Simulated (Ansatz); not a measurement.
All numbers below come from DFT PBE, scalar-relativistic, plane waves, PAW in Ansatz. All cells share a 420 eV cutoff and Γ-centred k meshes spaced at most about 0.3 Å⁻¹ (about 0.25 or finer for metals, 2π included). No spin polarisation in the final relaxations.

All energies are static (0 K, no zero-point motion).

Compare these two cells of ScGa3P2, each relaxed at this level.

A.

```
Sc Ga P
1.0
     5.06898    0.00000    0.00000
     0.00000    5.06898    0.00000
     0.00000    0.00000    5.40847
Sc Ga P
1 3 2
Direct
  0.50000 0.50000 0.00000
  0.50000 0.50000 0.50000
  0.00000 0.00000 0.24612
  0.00000 0.00000 0.75388
  0.00000 0.50000 0.00000
  0.50000 0.00000 0.00000
```

B.

```
Sc Ga P
1.0
     3.78379    0.00000    0.00000
     0.00000    3.86585    0.00000
     0.00000    0.00000    7.47806
Sc Ga P
1 3 2
Direct
  0.50000 0.00000 0.50000
  0.00000 0.50000 0.50000
  0.50000 0.50000 0.16991
  0.50000 0.50000 0.83009
  0.00000 0.00000 0.76459
  0.00000 0.00000 0.23541
```

Question: Which form is favoured at zero pressure, and by what margin per atom?

Answer: B is lower, by 0.31 eV/atom. A has space group P4/mmm (No. 123), 23.2 Å³/atom and no gap on its mesh; B has space group Pmmm (No. 47), 18.2 Å³/atom and no gap. Counting P atoms around Ga and Sc (those within 1.25 times the shortest such distance or 1.15 times the sum of covalent radii; the shortest distance is added where it is long for a bond; a slash parts the counts of unlike sites), A has Sc 4, Ga 4 from 2.9 Å/8 from 3.7 Å and B has Sc 4, Ga 4 from 2.7 Å/4 from 2.8 Å. The denser one is the lower, and pressure would at first widen the difference. Both come from invented guesses.

Cells relaxed within their symmetry can be saddle points.
